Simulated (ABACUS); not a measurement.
A self-consistent single point of InSe (Cm, 8 atoms in the cell; from Materials Project mp-1079260, changed as shown) with ABACUS.

Method: PBEsol, PseudoDojo 0.4 standard norm-conserving PBEsol (tails mended) pseudopotentials (plane waves; ABACUS).

The change in words: atom 1 moved by -0.04 angstrom along y. Reference geometry (P-6m2):
```
InSe
1.0
    4.04733     0.00000     0.00000
   -2.02366     3.50509     0.00000
    0.00000     0.00000    18.05206
In Se
4 4
Cartesian
  0.00000   0.00000  10.42308
  0.00000   0.00000   7.62898
  0.00000   2.33673  16.65501
  0.00000   2.33673   1.39705
  2.02367   1.16836  15.39841
  2.02367   1.16836   2.65365
  0.00000   2.33673  11.68004
  0.00000   2.33673   6.37202
```

Reference input (self-consistent single point, DFT, PBEsol, plane waves, PseudoDojo 0.4 standard norm-conserving PBEsol (tails mended) pseudopotentials): KPT = MP 3 3 1 0 0 0; basis_type = pw; dft_functional = PBESOL; ecutwfc = 86 Ry; smearing_method = gaussian; smearing_sigma = 0.00146997 Ry; potentials = PseudoDojo 0.4 standard norm-conserving PBEsol (tails mended); symmetry = 1; ks_solver = dav; scf_nmax = 100; scf_thr = 1.0e-09 Ry; mixing_type = pulay. This run's input differs from it in these lines:

```diff
@@ -36,3 +36,3 @@
 4
-   0.0000000000    0.0000000000    0.5773900000
+  -0.0057060000   -0.0114120000    0.5773900000
    0.0000000000    0.0000000000    0.4226100000
```

The program printed (abridged):

```
 SELF-CONSISTENT
 -------------------------------------------

                                 init_chg = atomic

 PW ALGORITHM --------------- ION=   1  ELEC=   1--------------------------------

 Notice: Threshold on eigenvalues was too large.

 Density error is 0.284812310631
                          Error Threshold = 0.000244624861977
 E_KohnSham     -1499.3988765388     -20400.3682957258
 E_Fermi        0.4494241973         6.1147299022

 PW ALGORITHM --------------- ION=   1  ELEC=   2--------------------------------

 Density error is 0.120422715867
                          Error Threshold = 0.000245527853992
   [... lines left out ...]

 Density error is 1.66830151917e-09
                          Error Threshold = 3.57181654975e-12
 E_KohnSham     -1499.4835958651     -20401.5209612951
 E_Fermi        0.4652715523         6.3303442291

 PW ALGORITHM --------------- ION=   1  ELEC=  12--------------------------------

 Density error is 7.14451911746e-10
                          Error Threshold = 1.4381909648e-12
 E_KohnSham     -1499.4835958645     -20401.5209612871
 E_KS(sigma->0) -1499.4835958645     -20401.5209612871
 E_entropy(-TS) -0.0000000000        -0.0000000000
 E_Fermi        0.4652688771         6.3303078309
 charge density convergence is achieved
 final etot is -20401.520961 eV
 EFERMI = 6.3303078309 eV

 STATE ENERGY(eV) AND OCCUPATIONS    NSPIN == 1
   [... 67 lines left out ...]

 TOTAL-FORCE (eV/Angstrom)
                       In1        -0.0000116982         0.1908535127        -0.0838013201
                       In2        -0.0000108155         0.0018687101         0.0745223899
                       In3         0.0000217968        -0.0001540565         0.0766154186
                       In4         0.0000214062        -0.0000379894        -0.0765299962
                       Se1        -0.0000207029         0.0003630989        -0.0107270356
                       Se2        -0.0000209554        -0.0000319455         0.0109437544
                       Se3         0.0000110799        -0.1828677770         0.0164714180
   [... lines left out ...]

 TOTAL-STRESS (KBAR)
         6.2331101300         0.0000987304         0.0000086363
         0.0000987304         4.2232085263        -1.2019855674
         0.0000086363        -1.2019855674        -6.7509489241
 TOTAL-PRESSURE: 1.235123 KBAR

 --------------------------------------------
 !FINAL_ETOT_IS -20401.5209612870967248 eV
 --------------------------------------------
```

The run converged in 12 iterations. Against the reference run the free energy stays essentially unchanged (within 1 meV/atom), the pressure stays at 0.12 GPa and the largest force goes from 0.076 to 0.208 eV/Å.

The structure comes from a collection of computed structures, made at another level of theory; the collection holds predicted forms beside known ones.

Cost on one core: about 3 core-minutes (a rough figure).

“Tails mended”: in these copies of the files the far tail of each local potential was reset to the Coulomb form.
